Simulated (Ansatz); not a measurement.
# Structure search: one LiF3 candidate

Computed with DFT PBE, scalar-relativistic, plane waves, PAW in Ansatz 0.2.0. Cutoff 420 eV, Gaussian smearing, Γ-centred meshes. Cell and atoms relax first on a coarse mesh and then on a finer one. In between, the cell is made exact in the group found at 0.06 Å. In metals the finer mesh still leaves noise of several meV/atom or more. The steps can't lower the symmetry of their start. Collinear spin is switched on along the way, since trial moments persisted in a coarse test.

A trial structure of LiF3 was built thus: random cell by space group and Wyckoff sites (Im-3m, No. 229). Its size is a rough estimate.

```cif
data_structure
_symmetry_space_group_name_H-M 'Im-3m'
_symmetry_Int_Tables_number 229
_cell_length_a 4.4971
_cell_length_b 4.4971
_cell_length_c 4.4971
_cell_angle_alpha 90.000
_cell_angle_beta 90.000
_cell_angle_gamma 90.000
_cell_volume 90.95
loop_
_atom_site_label
_atom_site_type_symbol
_atom_site_symmetry_multiplicity
_atom_site_Wyckoff_symbol
_atom_site_fract_x
_atom_site_fract_y
_atom_site_fract_z
_atom_site_occupancy
Li1 Li 2 a 0.00000 0.00000 0.00000 1
F1 F 6 b 0.50000 0.00000 0.00000 1
```

The zero of energy is the elements' standard structures at the same level (F₂ as a molecule); no fitted shifts are applied.

Question: What does it relax into?

Answer: The symmetry stays Im-3m (No. 229). The volume per atom shrinks by 5.7 %, from 11.4 to 10.7 Å³. The shortest distance goes from 2.25 Å (Li–F and F–F) to 2.21 Å (Li–F and F–F). Conventional cell: a = 4.410 Å. Li is surrounded by 6 F at 2.21 Å; around F lie 2 Li at 2.21 Å and 4 F at 2.21 Å.

```cif
data_structure
_symmetry_space_group_name_H-M 'P 1'
_symmetry_Int_Tables_number 1
_cell_length_a 3.8193
_cell_length_b 3.8193
_cell_length_c 3.8193
_cell_angle_alpha 109.471
_cell_angle_beta 109.471
_cell_angle_gamma 109.471
_cell_volume 42.89
loop_
_atom_site_label
_atom_site_type_symbol
_atom_site_fract_x
_atom_site_fract_y
_atom_site_fract_z
_atom_site_occupancy
Li1 Li 0.00000 0.00000 0.00000 1
F1 F 0.00000 0.50000 0.50000 1
F2 F 0.50000 0.00000 0.50000 1
F3 F 0.50000 0.50000 0.00000 1
```

Question: How does it come out in energy, and is it a metal?

Answer: The formation energy is −1.19 eV/atom and the gap on the 14×14×14 mesh of the 4-atom cell is 0 eV (a metal). The net moment per atom is 0.50 μB. The moment by site is F 0.7 (×3) μB.

Whether it is stable depends on the other phases of the system, which aren't compared here.

The last run used collinear spin and Gaussian smearing of 0.10 eV. The magnetic state reached may not be the lowest. Symmetry constrained the relaxation, so the result can be a saddle point. In all, the 3 runs took 55 s on 1 thread of Arm Neoverse V2, on a shared host. Site moments count only spheres around the atoms; the net moment includes the space between them.
